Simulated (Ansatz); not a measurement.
Input file for Ansatz (an electronic-structure program):

Ansatz 0.2 input:
```yaml
crystal:
  lattice:
    - [3.4664143911, 0.0, 0.0]
    - [-1.7332071955, 3.0020029227, 0.0]
    - [0.0, 0.0, 5.3954686178]
  atoms:
    - { symbol: Ni, position: [0.0, 0.0, 0.0], spin: 1.16 }
    - { symbol: Ni, position: [0.0, 0.0, 0.5], spin: -1.16 }
    - { symbol: S, position: [0.3333333333, 0.6666666667, 0.2500000004], spin: 0.0 }
    - { symbol: S, position: [0.6666666667, 0.3333333333, 0.7499999996], spin: 0.0 }
kpoints:
  mp_grid: { grid: [8, 8, 5] }
hamiltonian:
  xc: r2scan
  pseudopotentials: { kind: paw }
magnetization: { spin_polarized: true }
scf:
  occupations: { method: gaussian, width: 0.02 }
output:
  optics: { e_range: [0.0, 15.0], de: 0.05, sigma: 0.1, bands: { spectra_wanted_up_to: 12 eV } }
```

Output (shortened):

```
output.optics: the spectra are integrated over the Brillouin zone by k·p interpolation around the k-points, where levels, occupations, output.optics.sigma and …
Pseudopotential: Ni, paw, valence charge 18
Pseudopotential: S, paw, valence charge 6
Functional definition: r2SCAN
Crystal: 4 atoms, lattice volume = 56.146 Å³
Basis set: ecut = 500 eV, 1435 PW (Γ), exchange–correlation on 108×108×160 points (64 copies of the dense FFT grid, shifted against one another)
Bands: 31, of which v1, the nominal top of the filled ones, is band 24 counted from 1 (23 counted from 0)
Symmetry: 12 space group operations
Space group: P-3m1 (ITA 164), of the structure as read, at distance tolerance 3.8e-5 Å
k-points: 40 of 320
Starting moments: Σ|m| = 2.32 μB on 2 of 4 sites
Starting magnetic order: altermagnet, g-wave, bulk spin-momentum locking; spin-degenerate planes through Γ normal to [0 0 1], [1 -1 0], [1 2 0], [2 1 0] of the run's lattice
iter 1 solved again at ethr=1.54e-3 eV; its pass at ethr=3.10e-3 eV (dr2=7.37e-1 eV) is discarded
SCF iter   1: F=—  HF=-13500.758461 eV  |F-HF|=—  |Δ(HF+E_count)|=         —  Δρ=4.22e-2 (↑4.22e-2 ↓4.22e-2)  dr2=1.06e0  dr2_τ=1.20e-2  dr2_m=2.51e-1  M= 0.000 μB ∫|m|=2.317 μB  β_m=0.30  ethr=1.54e-3  ⟨swp⟩=3.1  Hψ=15522  notcnv=0
Mixer restart at iter 1: flushing history
preconditioner: auto → Resta (q_TF=auto, 2.658 Å⁻¹)
spin=Collinear: Resta preconditioning applied to the charge; magnetization (m = ρ↑ − ρ↓) channel mixes plain (no charge-response kernel on spin).
SCF iter   2: F=—  HF=-13501.945744 eV  |F-HF|=—  |Δ(HF+E_count)|=    1.19e0  Δρ=3.21e-2 (↑3.21e-2 ↓3.21e-2)  dr2=3.42e-1  dr2_τ=1.01e-2  dr2_m=2.62e-1  M=0.000 μB ∫|m|=2.497 μB  β_m=0.30  ethr=1.54e-3  ⟨swp⟩=3.0  Hψ=4914  notcnv=0  defer=168  κ⁻¹=1.0e0(r=1)
SCF iter   3: F=—  HF=-13503.176042 eV  |F-HF|=—  |Δ(HF+E_count)|=    1.23e0  Δρ=2.34e-2 (↑2.34e-2 ↓2.34e-2)  dr2=3.25e-1  dr2_τ=5.33e-3  dr2_m=1.18e-1  M=0.000 μB ∫|m|=2.557 μB  β_m=0.30  ethr=7.12e-4  ⟨swp⟩=2.1  Hψ=3500  notcnv=0  defer=188  κ⁻¹=1.6e-1(r=2)
SCF iter   4: F=—  HF=-13504.135482 eV  |F-HF|=—  |Δ(HF+E_count)|=   9.59e-1  Δρ=6.42e-3 (↑6.42e-3 ↓6.42e-3)  dr2=9.74e-2  dr2_τ=5.35e-4  dr2_m=3.49e-3  M=0.000 μB ∫|m|=2.711 μB  β_m=0.30  ethr=6.78e-4  ⟨swp⟩=3.1  Hψ=4704  notcnv=0  defer=188  κ⁻¹=2.7e-2(r=3)
SCF iter   5: F=—  HF=-13504.151722 eV  |F-HF|=—  |Δ(HF+E_count)|=         —  Δρ=4.26e-3 (↑4.24e-3 ↓4.26e-3)  dr2=2.25e-2  dr2_τ=1.66e-4  dr2_m=5.52e-3  M=0.000 μB ∫|m|=2.742 μB  β_m=0.30  ethr=2.03e-4  ⟨swp⟩=2.0  Hψ=3494  notcnv=0  defer=190
Mixer restart at iter 5: flushing history
SCF iter   6: F=—  HF=-13504.151139 eV  |F-HF|=—  |Δ(HF+E_count)|=   5.83e-4  Δρ=3.85e-3 (↑3.85e-3 ↓3.85e-3)  dr2=1.21e-2  dr2_τ=6.42e-5  dr2_m=5.23e-3  M=0.000 μB ∫|m|=2.765 μB  β_m=0.30  ethr=4.68e-5  ⟨swp⟩=2.0  Hψ=2868  notcnv=0  defer=190  κ⁻¹=1.0e0(r=1)
SCF iter   7: F=—  HF=-13504.154413 eV  |F-HF|=—  |Δ(HF+E_count)|=   3.27e-3  Δρ=2.79e-3 (↑2.78e-3 ↓2.79e-3)  dr2=3.70e-3  dr2_τ=2.57e-5  dr2_m=3.02e-3  M=0.000 μB ∫|m|=2.808 μB  β_m=0.30  ethr=2.53e-5  ⟨swp⟩=2.9  Hψ=3946  notcnv=0  defer=190  κ⁻¹=2.3e-2(r=2)
SCF iter   8: F=—  HF=-13504.157403 eV  |F-HF|=—  |Δ(HF+E_count)|=   2.99e-3  Δρ=1.29e-3 (↑1.29e-3 ↓1.29e-3)  dr2=1.45e-3  dr2_τ=5.40e-6  dr2_m=5.44e-4  M=0.000 μB ∫|m|=2.847 μB  β_m=0.30  ethr=7.71e-6  ⟨swp⟩=2.2  Hψ=4263  notcnv=0  defer=190  κ⁻¹=4.8e-3(r=3)
SCF iter  20: F=-13504.157169 eV  HF=-13504.157169 eV  |F-HF|=7.28e-12  |Δ(HF+E_count)|=  1.09e-11  Δρ=4.58e-8 (↑4.58e-8 ↓4.19e-8)  dr2=2.22e-12  dr2_τ=1.20e-14  dr2_m=1.71e-13  M=0.000 μB ∫|m|=2.850 μB  ethr=1.00e-12  ⟨swp⟩=7.8  Hψ=10347  notcnv=0
SCF 1 converged in 20 iterations: F = -13504.157169 eV  dr2 = 2.22e-12
NSCF: frozen V_eff on 40 k-points
Optics k sum: 0 of 40 k-points
Optics k sum: 2 of 40 k-points
Optics k sum: 4 of 40 k-points
Optics k sum: 6 of 40 k-points
Optics k sum: 8 of 40 k-points
Optics k sum: 10 of 40 k-points
Optics k sum: 12 of 40 k-points
Optics k sum: 14 of 40 k-points
Optics k sum: 16 of 40 k-points
Optics k sum: 18 of 40 k-points
Optics k sum: 20 of 40 k-points
Optics k sum: 22 of 40 k-points
Optics k sum: 24 of 40 k-points
Optics k sum: 26 of 40 k-points
Optics k sum: 28 of 40 k-points
Optics k sum: 30 of 40 k-points
Optics k sum: 32 of 40 k-points
Optics k sum: 34 of 40 k-points
Optics k sum: 36 of 40 k-points
Optics k sum: 38 of 40 k-points
Optics k sum: 40 of 40 k-points
Optics k sum: 0 of 40 k-points
Optics k sum: 2 of 40 k-points
Optics k sum: 4 of 40 k-points
Optics k sum: 6 of 40 k-points
Optics k sum: 8 of 40 k-points
Optics k sum: 10 of 40 k-points
Optics k sum: 12 of 40 k-points
Optics k sum: 14 of 40 k-points
Optics k sum: 16 of 40 k-points
Optics k sum: 18 of 40 k-points
Optics k sum: 20 of 40 k-points
Optics k sum: 22 of 40 k-points
Optics k sum: 24 of 40 k-points
Optics k sum: 26 of 40 k-points
Optics k sum: 28 of 40 k-points
Optics k sum: 30 of 40 k-points
Optics k sum: 32 of 40 k-points
Optics k sum: 34 of 40 k-points
Optics k sum: 36 of 40 k-points
Optics k sum: 38 of 40 k-points
Optics k sum: 40 of 40 k-points
output.optics treated this state as an insulator …
output.optics: what the bands over the 43 summed would add to eps1, eps2 and the energy-loss function is held between a lower and an upper bound (8 Lanczos …
Stability not checked (another_mixer)
SCF converged after 20 iterations
Magnetization: 0.0000 μB (24.0000 up, 24.0000 down)
Absolute magnetization: 2.8512 μB (∫|ρ↑−ρ↓|, with the PAW one-centre terms)
Spin contamination: 1.4717 ħ² per cell (⟨S²⟩ above its minimum at these occupations)
Per-site moments (μB) at R_I (Å): [(1.208990486577372, 0.9955519376332747), (-1.2089904696427234, 0.9955519366381618), (-5.227347847524102e-9, 0.9955519366381618), (-5.227347970430006e-9, 0.995551936638162)]
Free energy (F): -13504.157169 eV
Harris-Foulkes:  -13504.157169 eV  (|F-HF|=7.28e-12)
Internal energy: -13504.157169 eV  (E = F + TS)
E sigma→0 (E₀):  -13504.157169 eV
Fermi energy:    12.363297 eV
--- Per-component energies (eV) ---
  E_band       = -791.999692
  E_kinetic    = 774.054843
  E_local      = -9073.730029  (includes V_loc(G=0)·N_el)
  E_nonlocal   = 1349.958322
  E_hartree    = 3847.823795
  E_xc         = -339.130852
  E_vxc        = -418.286464  (∫ρ·V_xc dr)
  E_paw        = -4515.928723  (= ΣΔE_a)
  E_vpaw       = -1144.358903  (= ΣTr[D̂ρ^β])
  E_aug_tail   = 0.000478  (compensation charges beyond the density's cutoff)
  E_vtau       = 24.714633  (kinetic-family band-sum trace: ∫τ·v_τ [+ j·A + Jᵃ·Aᵃ] dr)
  E_ewald      = -5546.385332
  E_core_change = -0.819671  (= ΣΔE_core)
  E_smearing   =  0.000000  (= −TS)
  E_closure    = 0.000000  (closes the sum)
  Σ components = -13504.157169   (vs F -13504.157169, Δ=0.00e0)
  [band-id]    e_kinetic+e_local+e_nonlocal+2·e_hartree+e_vxc+e_vpaw+e_augmentation_tail+e_vtau = -791.999529   (vs E_band -791.999692, Δ=1.63e-4)
--- Band table (eV; the first three rows and the last of 80) ---
  k-point 0 ↑: bands = ["-96.3536", "-94.1638", "-55.2971", "-55.2438", "-55.2438", "-53.1754", "-53.1480", "-53.1480", "-3.7061", "-1.4713", "4.6076", "7.0552", "7.0552", "8.5222", "9.0321", "9.0321", "9.5725", "9.5725", "10.5060", "10.5060", "10.7913", …
  k-point 1 ↑: bands = ["-96.3536", "-94.1638", "-55.2970", "-55.2438", "-55.2438", "-53.1755", "-53.1480", "-53.1480", "-3.5536", "-1.7913", "5.1619", "7.1292", "7.1292", "8.4943", "9.0425", "9.0425", "9.3107", "9.3107", "10.2082", "10.2082", "10.7545", …
  k-point 2 ↑: bands = ["-96.3536", "-94.1638", "-55.2969", "-55.2438", "-55.2438", "-53.1756", "-53.1480", "-53.1480", "-3.1162", "-2.4657", "6.4835", "7.2780", "7.2780", "7.9127", "8.8207", "8.8207", "9.1747", "9.1747", "10.0291", "10.0561", "10.0561", …
  k-point 39 ↓: bands = ["-96.3534", "-94.1636", "-55.2966", "-55.2459", "-55.2452", "-53.1752", "-53.1506", "-53.1498", "-1.4298", "-1.3705", "5.3904", "5.7450", "6.3760", "6.7821", "7.5025", "7.6584", "9.3544", "9.5345", "9.5793", "10.0942", "10.1388", …
```

Cost: around 6 core-minutes (rough) on shared cores.

Space group P6_3/mmc (NiAs type). The workflow started from an entry of the Crystallography Open Database (COD, 300 K), which files this formula under 3 space groups. Whether it is the stable phase at ambient conditions was not checked. The cell was relaxed with r²SCAN under the symmetry of its start, as lowered by the spin order; its stability against distortions is not shown here. Spin order of the final state: antiferromagnetic, chosen from 5 collinear starts compared on coarse meshes (ties went to the first, and starts can fall back to one state), not a proven ground state. Other orbital occupations within this spin state were not tried. No Hubbard U is applied. Point labels and valley counts follow the cell and symmetry of the run, lower than the named group.

Potentials: the later of the program's two PAW sets.

Ansatz is a plane-wave DFT program.
